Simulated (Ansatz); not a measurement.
# ZrZn (Pm-3m): elasticity against pressure

```yaml
crystal:
  lattice:
    - [3.29226, 0.00000, 0.00000]
    - [0.00000, 3.29226, 0.00000]
    - [0.00000, 0.00000, 3.29226]
  atoms:
    - { symbol: Zr, position: [0.50000, 0.50000, 0.50000] }
    - { symbol: Zn, position: [0.00000, 0.00000, 0.00000] }
```

This is the zero-pressure cell. At each pressure cell and atoms are relaxed in this structure, and the constants are slopes of the stress at strains of ±0.005 with relaxed ions (the coefficients that govern stability under load). Level: PBEsol, PAW on Ansatz 0.2.0's default frozen-core files (fitted under PBE), scalar-relativistic; k mesh 14×14×14, strains of ±0.005, Fermi-Dirac smearing of 0.050 eV, cutoff 420 eV. P is the pressure of the relaxed cell, less that of this one.

```csv
P (GPa),V/V₀,C11 (GPa),C12 (GPa),C44 (GPa)
0.00,1.0000,153.4,100.9,76.8
0.96,0.9921,158.0,104.5,78.4
1.98,0.9840,163.0,108.5,80.1
3.97,?,?,?,?
6.95,0.9488,185.4,127.3,87.5
9.97,0.9302,198.2,138.6,91.4
14.97,0.9029,217.9,157.0,97.0
```

Problem. Does the bulk modulus from the constants agree with the pressure-volume curve?

Solution. A third-order Birch-Murnaghan fit to the volumes shown (F against f, f = [(V₀/V)^(2/3) − 1]/2) gives B₀ = 118.4 GPa and B′ = 4.2. Its −V dP/dV stands beside (C11 + 2C12)/3:

| P (GPa) | from P(V) | from the constants |
| --- | --- | --- |
| 0.00 | 118.4 | 118.4 |
| 0.96 | 122.4 | 122.4 |
| 1.98 | 126.6 | 126.6 |
| 6.95 | 146.6 | 146.7 |
| 9.97 | 158.5 | 158.4 |
| 14.97 | 177.8 | 177.3 |

Problem. What are the pressure derivatives at zero pressure?

Solution. Slopes at V₀ of quadratic fits in −ln(V/V₀) through the first four rows shown, divided by B₀: dC11/dP = 5.0, dC12/dP = 3.9, dC44/dP = 1.7. The mean slopes up to 2.0 GPa are 4.9, 3.8, 1.6; curvature and scatter of the constants part the two. The combination (dC11/dP + 2 dC12/dP)/3 = 4.2 stands against B′.

Problem. Fill the row at 3.97 GPa.

Solution. Cubic fits in −ln(V/V₀) through all rows shown give C11 = 172.2, C12 = 116.1, C44 = 83.2 GPa. Computed: V/V₀ = 0.9691, C11 (GPa) = 172.2, C12 (GPa) = 116.1, C44 (GPa) = 83.2.

Problem. Does a shear stiffness soften?

Solution. C44 goes from 76.8 to 97.0 GPa; (C11 − C12)/2 goes from 26.3 to 30.5 GPa. Neither ends more than 3 % under its start, and the lattice stays mechanically stable over this range.

Known limits: no other phase was computed; many crystals of this kind change structure within this range, and rows or crossings beyond such a change describe a metastable lattice; frozen-core PAW files fitted under PBE, their cores solved anew for the functional of the run; responses of metals move with mesh and smearing; phonons weren't checked at these pressures.
